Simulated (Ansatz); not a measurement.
Ag (fcc (Cu type), Fm-3m), a = b = c = 4.105 Å, α = β = γ = 90.00°; the cell used has 1 atom.

Relaxed with r²SCAN.

Q: Tabulate the valence density and the electron localisation function along the shortest Ag–Ag contact (2.90 Å), DFT-r²SCAN in the program Ansatz with PAW potentials.

A: 

```tsv
distance from Ag (Å)	density (e/Å³)	ELF
0.29	16.39	0.70
0.44	10.79	0.57
0.58	6.11	0.50
0.73	2.98	0.43
0.87	1.29	0.35
1.02	0.59	0.25
1.16	0.33	0.18
1.31	0.23	0.15
1.45	0.21	0.15
1.60	0.23	0.15
1.74	0.33	0.18
1.89	0.59	0.25
2.03	1.29	0.35
2.18	2.98	0.43
2.32	6.11	0.50
2.47	10.79	0.57
2.61	16.39	0.70
```

The density is the valence pseudo-density with augmentation charge, so density and ELF within about 1 Å of a nucleus are not all-electron values.

The r²SCAN relaxation kept the symmetry of its start. No spin polarisation was allowed.

Potentials: the earlier of the program's two PAW sets.
